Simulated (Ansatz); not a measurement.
**Question.** Each is relaxed and computed with plane-wave PAW LDA (Ansatz code). Which is the only metal?
(A) GeI2, CdI2 type
(B) NiH2O2, P-3m1 (Ni on 1a, H on 2d, O on 2d)
(C) GeS2, P4_2/nmc (Ge on 2b, S on 4d)
(D) Ni7Ge4, Imm2 (Pearson symbol oI22)

**Answer.** D, Ni7Ge4, Imm2 (Pearson symbol oI22). Ni7Ge4: metal; GeI2: gap 1.73 eV; GeS2: gap 0.96 eV (indirect); NiH2O2: gap 0.90 eV (indirect). Spin orders computed, not proven ground states: NiH2O2, P-3m1 (Ni on 1a, H on 2d, O on 2d) antiferromagnetic. Standing as an ambient phase not checked: Ni7Ge4, Imm2 (Pearson symbol oI22); GeI2, CdI2 type; GeS2, P4_2/nmc (Ge on 2b, S on 4d); NiH2O2, P-3m1 (Ni on 1a, H on 2d, O on 2d). Weakly bound layers, chains or molecules computed without a dispersion correction, so cells and soft constants are ill determined: GeI2, CdI2 type; GeS2, P4_2/nmc (Ge on 2b, S on 4d); NiH2O2, P-3m1 (Ni on 1a, H on 2d, O on 2d). All cells were relaxed under the symmetry of their starts (and spin orders); stability against distortions was not tested throughout. Cells of antiferromagnets are given as chemical subcells. Rows with no word on spin ran without spin polarisation. No Hubbard U is applied. Scalar-relativistic: spin–orbit coupling is off unless named, which matters more the heavier the elements.

Potentials: the later of the program's two PAW sets.
